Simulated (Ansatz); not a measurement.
Below is a relaxed structure of CrGe6Mo2. The cell was found from a structure generator's guess, not taken from experiment.

Theory: DFT PBE, scalar-relativistic, plane waves, PAW (Ansatz 0.2.0). Cutoff 420 eV, Γ-centred mesh, Gaussian smearing, no spin polarisation.

```cif
data_structure
_symmetry_space_group_name_H-M 'P 1'
_symmetry_Int_Tables_number 1
_cell_length_a 12.5268
_cell_length_b 12.5268
_cell_length_c 12.5268
_cell_angle_alpha 164.827
_cell_angle_beta 164.827
_cell_angle_gamma 21.521
_cell_volume 134.64
loop_
_atom_site_label
_atom_site_type_symbol
_atom_site_fract_x
_atom_site_fract_y
_atom_site_fract_z
_atom_site_occupancy
Cr1 Cr 0.00000 0.00000 0.00000 1
Ge1 Ge 0.22004 0.22004 0.00000 1
Ge2 Ge 0.88960 0.88960 0.00000 1
Ge3 Ge 0.55184 0.55184 0.00000 1
Ge4 Ge 0.11040 0.11040 0.00000 1
Ge5 Ge 0.77996 0.77996 0.00000 1
Ge6 Ge 0.44816 0.44816 0.00000 1
Mo1 Mo 0.66557 0.66557 0.00000 1
Mo2 Mo 0.33443 0.33443 0.00000 1
```

Energies over the elements count from the elements' standard structures at the same level, with no fitted energy shifts.

(1) What space group does it have?

(2) How far does it lie from the elements in energy?

(3) Is it a metal?

Results:

(1) I4/mmm (No. 139). Conventional cell: a = 3.308 Å, c = 24.613 Å. Cr has 10 Ge at 2.66–2.72 Å and 4 Cr at 3.31 Å; around Ge on its first site lie 5 Mo at 2.70–2.82 Å, 5 Ge at 2.70–2.76 Å and 4 Ge at 3.31 Å; Ge on its second site is surrounded by 5 Ge at 2.70–2.75 Å, 4 Mo at 2.70 Å, 1 Cr at 2.72 Å and 4 Ge at 3.31 Å; Mo has 10 Ge at 2.70–2.82 Å and 4 Mo at 3.31 Å; 1 more site not described.

(2) −0.07 eV/atom. A negative formation energy is needed for stability but isn't enough: competing phases decide.

(3) Yes, bands cross the Fermi level on the 16×16×16 mesh.

The last run used a 16×16×16 mesh for its 9-atom cell and Gaussian smearing of 0.10 eV. Trial moments died out on the coarse mesh, so the last step has no spin; another magnetic start might hold. A later test with randomly moved atoms came back to the same energy, though modes that don't fit the test's cell weren't probed.
